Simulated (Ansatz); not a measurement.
Ca (fcc, Cu type)

```
Ca
1.0
    0.00000     5.56846     5.56846
    2.78423     2.78423     5.56846
    2.78423     2.78423     0.00000
Ca
2
Direct
  0.00000   0.00000   0.00000
  0.50000   0.00000   0.00000
```

The atoms are displaced by Q × the pattern below (from a DFPT mode at X = (0.5, 0.5, 0.0), largest move 1; Q in Å), at fixed cell. It is one choice among 2 degenerate patterns. (q is in reciprocal vectors of the primitive cell; the cell shown is doubled to hold the pattern.)

```json
[
 {"atom": "Ca1", "x": "0.000", "y": "1.000", "z": "0.000"},
 {"atom": "Ca2", "x": "0.000", "y": "-1.000", "z": "0.000"}
]
```

Level of theory: r2SCAN (plane waves to 500 eV, PAW, scalar-relativistic; Ansatz, a first-principles code). k mesh 14×14×14 (Γ-centred), Fermi-Dirac smearing 0.05 eV. With partly filled bands, energies and forces of such displacements shift with the k mesh and the smearing. Ca was relaxed with its symmetry unable to fall.

At one point of the scan the forces (eV/Å) are:

| atom | Fx | Fy | Fz |
|---|---|---|---|
| Ca1 | 0.000 | 0.085 | 0.000 |
| Ca2 | 0.000 | -0.085 | 0.000 |

Question: Which point is it?
A. Q = -0.033 Å
B. Q = -0.100 Å
C. Q = -0.067 Å

Answer: A, Q = -0.033 Å

(For displaced atoms, the force is minus the slope of the energy, and its curvature is a force constant, which sets phonon frequencies.)
